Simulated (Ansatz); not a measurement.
Sc₃Si₅:
```yaml
crystal:
  lattice:
    - [6.35250, 0.00000, 0.00000]
    - [-3.17625, 5.50142, 0.00000]
    - [0.00000, 0.00000, 7.80298]
  atoms:
    - { symbol: Sc, position: [0.00000, 0.67166, 0.00000] }
    - { symbol: Si, position: [0.07151, 0.40416, 0.25000] }
    - { symbol: Sc, position: [0.67166, 0.00000, 0.00000] }
    - { symbol: Si, position: [0.00000, 0.00000, 0.25000] }
    - { symbol: Si, position: [0.59584, 0.66734, 0.25000] }
    - { symbol: Sc, position: [0.32834, 0.32834, 0.00000] }
    - { symbol: Si, position: [0.66667, 0.33333, 0.25000] }
    - { symbol: Si, position: [0.33266, 0.92849, 0.25000] }
    - { symbol: Sc, position: [0.00000, 0.67166, 0.50000] }
    - { symbol: Si, position: [0.33333, 0.66667, 0.75000] }
    - { symbol: Si, position: [0.92849, 0.33266, 0.75000] }
    - { symbol: Sc, position: [0.67166, 0.00000, 0.50000] }
    - { symbol: Si, position: [0.00000, 0.00000, 0.75000] }
    - { symbol: Si, position: [0.66734, 0.59584, 0.75000] }
    - { symbol: Sc, position: [0.32834, 0.32834, 0.50000] }
    - { symbol: Si, position: [0.40416, 0.07151, 0.75000] }
```

Relaxed with r²SCAN.

Map the electron localisation function on the plane through (0.000, 0.672, 0.000) spanned by u = [1, 0, 0] and v = [0, 0, 1] in lattice vectors, from plane-wave PAW r²SCAN (Ansatz code).

x is the fraction of u, y of v (the angle between them is 90°; rows are the nearest grid lines); atoms in the plane: Sc at (0.00, 0.00), Si at (0.60, 0.25), Sc at (0.00, 0.50), Si at (0.34, 0.75).
```
|015762001333332222333332100267510|
|567740025677765432334555421147765|
|777510147888876544445677752125777|
|110002578999998776667788887410011|
|001245777655578888776556778763200|
|112346765333357888875334567765321|
|222356653356436898864222357775422|
|111246776444467888775445677764211|
|000013688888888877677788887531000|
|331001478999998765567788886311123|
|777630036788776433344566641136777|
|015761002344433222223333200167510|
|015761001223222223333332100167510|
|777630011221224567887654210037877|
|321101232211236899999876531000233|
|000013443211246899998876543100000|
|112455543211246887654345554321101|
|224566653211146654674224554432212|
|123456553211246776543335554332111|
|011345543211246888765556554321000|
|110012333211246899999876542100011|
|777520012211234678888765310025777|
|567741001122223456776543200047765|
|015762001333332222333332100267510|
```
Scale: ten equal steps from 0.025 (start of '0') to 0.880 (end of '9'), in the order '0123456789'; x runs from 0.000 to 1.00, y from 0.000 (bottom) to 1.00 (top).

The density is the valence pseudo-density with augmentation charge, so density and ELF within about 1 Å of a nucleus are not all-electron values.

Space group P-62c. The start of the workflow was typed in or built on a structure type; neither database checked (COD, Materials Project) lists it. Whether it is the stable phase at ambient conditions was not checked. The r²SCAN relaxation kept the symmetry of its start; its stability against distortions is not shown here. The run is not spin-polarised.

Potentials: the earlier of the program's two PAW sets.
